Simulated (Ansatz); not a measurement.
Values for one crystal, relaxed and computed with DFT-PBEsol in the program Ansatz with PAW potentials; other levels are named.

| Quantity | Value |
|---|---|
| Volume per atom | 22.20 Å³ |
| Electronic character | metallic (no gap) |
| Density of states at the Fermi level | 0.89 states/eV per atom (mean over ±0.08 eV) |
| Zone-centre stability | no imaginary mode at Γ |
| Bulk modulus (Birch–Murnaghan fit) | 102 GPa |
| Hill bulk and shear moduli | 102 and 44.1 GPa |
| Elastic constants (relaxed ions, GPa) | C11 = 173, C12 = 81.1, C13 = 51.1, C33 = 205, C44 = 31.9 |

### Question
Which compound is it?
A. Re, 9R (Sm type)
B. Zr, P6/mmm (Zr on 1a, Zr on 2d)
C. Ca, bcc (W type)
D. Re, dhcp (α-La type)

### Answer
B, Zr, P6/mmm (Zr on 1a, Zr on 2d)

This is a known high-pressure phase of the composition, computed here at zero pressure and temperature. The cell was relaxed with PBEsol under the symmetry of its start. No spin polarisation was allowed. As this level gives no gap, shear constants depend on the k-mesh and smearing (Fermi–Dirac, 0.1 eV here). Scalar-relativistic: spin–orbit coupling is off unless named, which matters more the heavier the elements.

Potentials: the later of the program's two PAW sets.
